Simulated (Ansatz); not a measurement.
Relaxed-ion elastic tensor of ZrTiO4 in space group P1 (No. 1; Pearson symbol aP24) in GPa (Voigt order), PBEsol in the plane-wave PAW code Ansatz; density 5.18 g/cm³, 10.84 Å³ per atom.

```
       1      2     3     4      5     6
-  -----  -----  ----  ----  -----  ----
1    320    140   152  18.7  -16.0  17.2
2    140    295   109  -2.6  -11.4  20.8
3    152    109   346  18.4    1.2   9.9
4   18.7   -2.6  18.4  55.1   18.2  -5.9
5  -16.0  -11.4   1.2  18.2   87.9   5.4
6   17.2   20.8   9.9  -5.9    5.4  73.7
```

Q: Is the crystal mechanically stable?

A: Yes: the smallest eigenvalue of C is 42.0 GPa.

Q: Work out the Voigt, Reuss and Hill averages.

A: K_V = 196, K_R = 186, K_H = 191; G_V = 80.7, G_R = 71.5, G_H = 76.1 GPa.

Q: Give Young's modulus, Poisson's ratio, Pugh's ratio and the universal anisotropy index.

A: E = 9KG/(3K + G) = 202 GPa; ν = 0.32; K/G = 2.51 (ductile by the Pugh limit of 1.75); A_U = 5G_V/G_R + K_V/K_R − 6 = 0.70.

Q: Estimate the sound speeds and the Debye temperature.

A: v_l = √((K + 4G/3)/ρ) = 7510 m/s, v_t = √(G/ρ) = 3830 m/s, mean 4290 m/s; Θ = (h/k)(3n/4πV)^(1/3) v_m = 578 K.

Q: How much does each axis shrink under pressure?

A: Linear compressibilities β_i = Σ_j S_ij (j = 1 to 3): x 1.6, y 2.1, z 1.6 per TPa.

The first step of the workflow began from a Materials Project structure, measured or hypothetical; the Crystallography Open Database copy checked does not list it. Entries of such low symmetry are often ordered models of mixed-site phases. Its standing as an ambient phase is unchecked. The cell was relaxed with PBEsol; whether a distortion lowers the energy is not shown. The run is not spin-polarised.

Potentials: the later of the program's two PAW sets.
